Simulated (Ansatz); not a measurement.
Relaxed-ion elastic tensor of NaMgF3 (cubic perovskite, Pm-3m) in GPa (Voigt order), DFT-PBEsol in the program Ansatz with PAW potentials; density 2.90 g/cm³, 11.93 Å³ per atom.

```
 154  34.0  34.0   0.0   0.0   0.0
34.0   154  34.0   0.0   0.0   0.0
34.0  34.0   154   0.0   0.0   0.0
 0.0   0.0   0.0  36.4   0.0   0.0
 0.0   0.0   0.0   0.0  36.4   0.0
 0.0   0.0   0.0   0.0   0.0  36.4
```

Is the crystal mechanically stable?

Yes: the smallest eigenvalue of C is 36.4 GPa.

Work out the Voigt, Reuss and Hill averages.

K_V = 73.9, K_R = 73.9, K_H = 73.9; G_V = 45.7, G_R = 43.1, G_H = 44.4 GPa.

Give Young's modulus, Poisson's ratio, Pugh's ratio and the universal anisotropy index.

E = 9KG/(3K + G) = 111 GPa; ν = 0.25; K/G = 1.66 (near the Pugh limit of 1.75, no verdict); A_U = 5G_V/G_R + K_V/K_R − 6 = 0.30.

Estimate the sound speeds and the Debye temperature.

v_l = √((K + 4G/3)/ρ) = 6770 m/s, v_t = √(G/ρ) = 3910 m/s, mean 4340 m/s; Θ = (h/k)(3n/4πV)^(1/3) v_m = 566 K.

Give the Zener ratio and Young's modulus along [100], [110] and [111].

A = 2C44/(C11 − C12) = 0.61; 1/E = S11 − 2(S11 − S12 − S44/2)Γ with Γ = 0, 1/4, 1/3 gives 141, 102, 93.7 GPa.

Solve the Christoffel equation for the three sound speeds along [100], [110], [111].

Eigenvalues of C_ijkl n_j n_l equal ρv². In km/s, slowest first: [100] 3.54, 3.54, 7.27; [110] 3.54, 4.54, 6.70; [111] 4.23, 4.23, 6.49.

The workflow started from a Materials Project entry (that database holds measured and hypothetical structures alike); the Crystallography Open Database copy checked does not list it. COD files the formula under space group No. 62, so this cell is another polymorph or a model. Its standing as an ambient phase is unchecked. The cell was relaxed with PBEsol under the symmetry of its start. At this level the phase is dynamically unstable (imaginary phonons).

Potentials: the later of the program's two PAW sets.
